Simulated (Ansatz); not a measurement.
Computed properties of BC₃

BC3:
```xyz
8
Lattice="5.1448 0.0000 0.0000 -2.5724 4.4555 0.0000 0.0000 0.0000 3.7222" Properties=species:S:1:pos:R:3 pbc="T T T"
B      2.5724     1.4852     0.0000
C      2.5724     3.0426     0.0000
C      1.3487     3.7490     0.0000
C      3.9211     0.7065     0.0000
C      0.0000     1.4130     0.0000
B      0.0000     2.9703     0.0000
C     -1.3487     3.7490     0.0000
C      1.2237     0.7065     0.0000
```

Space group P6/mmm (No. 191); conventional cell a = b = 5.1448 Å, c = 3.7222 Å, α = β = 90.00°, γ = 120.00°.

Method: r²SCAN+D4 in the plane-wave PAW code Ansatz. The cell and atoms are relaxed at this level. Other levels are named where they apply.

Cell and energy:

- Volume per atom: 10.67 Å³
- Density: 1.82 g/cm³
- Formation energy from the elements (no fitted shifts): 0.20 eV/atom

Electronic structure:

- Band gap: 0.10 eV (indirect)
- Valence-band maximum: at A
- Conduction-band minimum: at L (3 equivalent valleys)
- Smallest direct gap on the standard path: 1.05 eV
- Electron effective mass: 0.12, 0.87, 1.3 mₑ (principal values)
- HSE06 gap on the r²SCAN+D4 cell: 0.74 eV

Mechanics:

Bulk modulus (Birch–Murnaghan fit): 22.0 GPa
Pressure derivative B′: 11.6
Elastic constants (relaxed ions, GPa): C11 = 758, C12 = 135, C13 = -4.3, C33 = 23.6, C44 = -4.5
Mechanical stability: unstable (C has a negative eigenvalue)

Charges:

* **Bader charges**: B +2.06, C -0.69 e

The start of the workflow was typed in or built on a structure type; neither database checked (COD, Materials Project) lists it. Its standing as an ambient phase is unchecked. Symmetry was held in the r²SCAN+D4 relaxation. Its formation energy is positive at this level, so the cell may be metastable or incomplete. The references are the lowest solids computed at this level, not always the standard phases.

Potentials: the earlier of the program's two PAW sets. The files were generated under PBE; for other functionals the program regenerates the frozen cores, and for LDA and PBEsol the local potential too.
